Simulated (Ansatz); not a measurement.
AlN (zinc blende, F-43m) under volume change, the program Ansatz at the LDA level (PAW), scaled uniformly.

```tsv
V (Å³/atom)	E − E(relaxed) (meV/atom)	P (GPa)
9.313	63.2	23.77
9.620	26.7	14.65
9.927	6.3	6.78
10.234	0.0	-0.02
10.541	?	?
10.848	22.0	-10.95
11.155	?	?
```

### Question
Some entries are withheld; supply them.

### Answer

- 11.155, E − E(relaxed) (meV/atom): 47.3
- 11.155, P (GPa): -15.33
- 10.541, E − E(relaxed) (meV/atom): 5.8
- 10.541, P (GPa): -5.88

### Question
What does a third-order Birch–Murnaghan fit give for V₀, B₀ and B′?

### Answer
V₀ = 10.23 Å³/atom, B₀ = 210 GPa, B′ = 3.9.

The LDA relaxation kept the symmetry of its start.

Potentials: the earlier of the program's two PAW sets. The files were generated under PBE; for other functionals the program regenerates the frozen cores, and for LDA and PBEsol the local potential too.
